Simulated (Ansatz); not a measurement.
Input:

BN:
```
BN
1.0
    4.40182     0.00000     0.00000
    0.00000     4.40182     0.00000
    0.00000     0.00000     2.53815
B N
4 4
Direct
  0.17420   0.82580   0.50000
  0.82580   0.17420   0.50000
  0.67420   0.67420   0.00000
  0.32580   0.32580   0.00000
  0.81226   0.81226   0.50000
  0.18774   0.18774   0.50000
  0.68774   0.31226   0.00000
  0.31226   0.68774   0.00000
```

This is the r²SCAN-relaxed structure. Tensor components refer to the Cartesian frame of this cell.

Task: All from r²SCAN (plane waves, PAW; program Ansatz), unless another level is named. Predict the Poisson's ratio.

Result: 0.16.

Task: Next, the highest zone-centre frequency (without LO–TO term)?

Result: 1197 cm^-1.

Task: Predict the elastic constants (relaxed ions, GPa).

Result: C11 = 759, C12 = 178, C13 = 108, C33 = 1010, C44 = 349, C66 = 256.

Task: And the vibrational entropy at 300 K?

Result: 3.8 J/(K·mol of atoms).

Space group P4_2/mnm. The first step of the workflow began from a Materials Project structure, measured or hypothetical; the Crystallography Open Database copy checked does not list it. It is not the phase usual at ambient conditions (space group No. 186, 194, 216). The cell was relaxed with r²SCAN under the symmetry of its start; whether a distortion lowers the energy is not shown.

Potentials: the earlier of the program's two PAW sets.
